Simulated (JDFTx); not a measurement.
TiAl(100) slab cut from bulk TiAl (space group P4/mmm, indices of the conventional cell, lattice of the Materials Project entry mp-1953, not re-optimised): 5 atoms in 5 planes, a 1x1 cell of 11.43 Å² (|a| = 2.811, |b| = 4.066 Å), 5.5 Å between the outermost planes, Al outermost, slab composition Ti2Al3, cell height 21.6 Å, 8×6×1 k mesh, Fermi smearing 0.01 Ha, no spin polarisation. Whether this polymorph is the ambient one wasn't checked. Neither spin polarisation nor a larger cell was tried.

Method: PBE, GBRV ultrasoft potentials, plane waves to 20/100 Ha, in JDFTx (a modified build). Liquid: soft-sphere model, water, 2 M KF. The neutral cell holds 33 valence electrons and has two faces of 11.430 Å² each. Last filling lines of the neutral and of a charged run (μ in hartree, zero in the bulk liquid):

```
FillingsUpdate:  mu: -0.141243456  nElectrons: 33.000000
FillingsUpdate:  mu: -0.163167000  nElectrons: 32.828774
```

Working it through: both potentials, by the convention U = −μ/e − 4.44 V vs SHE, the surface charge density and the mean capacitance.

U_pzc = 0.14124 × 27.2114 − 4.44 = -0.60 V; U = 0.16317 × 27.2114 − 4.44 = 0.00 V. The cell has -0.1712 excess electrons, a net charge of 0.1712 e, shared by two faces: σ = 0.1712 e / (2 × 11.430 Å²) = 0.00749 e/Å² = 12.0 μC/cm² (1 e/Å² = 1602.18 μC/cm²). C = σ/(U − U_pzc) = 12.0/0.60 ≈ 20 μF/cm².
